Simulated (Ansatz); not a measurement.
Sb2Se3: Sb-121 nuclear quadrupole resonance

Cell: a computed structure from the Materials Project (it need not be an observed phase).

Space group Pnma (No. 62); a = 12.3621, b = 4.0016, c = 11.7136 Å.

| site | Wyckoff | site symmetry | x | y | z |
| --- | --- | --- | --- | --- | --- |
| Sb1 | 4c | .m. | 0.1403 | 0.7500 | 0.0381 |
| Sb5 | 4c | .m. | 0.0338 | 0.2500 | 0.3296 |
| Se9 | 4c | .m. | 0.9483 | 0.7500 | 0.1275 |
| Se13 | 4c | .m. | 0.2053 | 0.2500 | 0.1921 |
| Se17 | 4c | .m. | 0.6273 | 0.7500 | 0.0541 |

One atom of each set is listed.

Computed with Ansatz: DFT, r2SCAN, plane waves and PAW, scalar-relativistic, 500 eV cutoff, Γ-centred 3×7×3 k-points, Fermi–Dirac smearing 0.02 eV.

Sb-121: I = 5/2, Q = -543.0 mb (year-2017 value). Static lattice, zero field.

Sites with a gradient: Sb1 (4 atoms; 3 Se at 2.59–2.81 Å; also 2 Se at 2.99 Å); Sb5 (4 atoms; 3 Se at 2.66–2.68 Å; also 3 Se at 3.27–3.30 Å).

(1) The simulated spectrum has lines at 33.6, 35.9, 59.6, 71.5 MHz. Sort them into the sets that belong together, and say which site each set most likely comes from.

Results:

(1) For I = 5/2 and η = 0 the lines are 3|C_Q|/20 and twice that; η pulls their ratio below 2. Sb1: 35.9, 71.5 MHz (|C_Q| = 238 MHz, η = 0.05). Sb5: 33.6, 59.6 MHz (|C_Q| = 203 MHz, η = 0.32).

The sites follow from the calculation. At Sb5 V_zz stands upright on the plane through its three neighbours (within 11°). Like point charges on the first shell alone (each adding as 1/d³) would give the same order.

Without spin–orbit coupling (the program notes it for Sb) the gradients can shift somewhat, as the gap is small. With these PAW files V_zz is typically within 2 to 3 % of all-electron values, but misses above 10 % occur on Sb.
